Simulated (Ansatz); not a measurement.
Cu$_{2}$SiSe$_{3}$ in space group Cc (No. 9; Pearson symbol mS24), plane-wave PAW r²SCAN (Ansatz code). The conduction-band minimum lies at Γ, with 1 equivalent valley. Second derivatives d²E/dk² of the lowest band at one valley (eV·Å²), along Cartesian directions:

```json
[
 {"direction": "[100]", "d²E/dk²": "53.99"},
 {"direction": "[010]", "d²E/dk²": "54.13"},
 {"direction": "[001]", "d²E/dk²": "81.68"},
 {"direction": "[110]", "d²E/dk²": "54.05"},
 {"direction": "[101]", "d²E/dk²": "62.01"},
 {"direction": "[011]", "d²E/dk²": "67.94"}
]
```

Q: Find the principal effective masses, the density-of-states mass and the conductivity mass.

A: Off-diagonal terms follow from H_xy = H[110] − (H_xx + H_yy)/2, and m*/mₑ = 7.620 eV·Å² over each eigenvalue: 0.092, 0.14, 0.14. One valley's DOS mass (m₁m₂m₃)^(1/3) = 0.12, conductivity mass 3/(Σ 1/mᵢ) = 0.12 mₑ.

Q: What effective density of states Nc follows at 300 K for parabolic valleys?

A: Nc = 2.509e19 × 1 × (0.12)^(3/2) ≈ 1.0e18 cm⁻³.

The workflow started from a Materials Project entry (that database holds measured and hypothetical structures alike); the Crystallography Open Database copy checked does not list it. With Si and Cu taken as one species the cell has the higher symmetry F-43m, so it may be an ordered model of a mixed-site phase. Its standing as an ambient phase is unchecked. Symmetry was held in the r²SCAN relaxation; whether a distortion lowers the energy is not shown. The run is not spin-polarised. Spin–orbit coupling is left out wherever it is not named.

Potentials: the later of the program's two PAW sets.

Edges and masses are those of Kohn–Sham bands, whose gap is no quasiparticle gap.
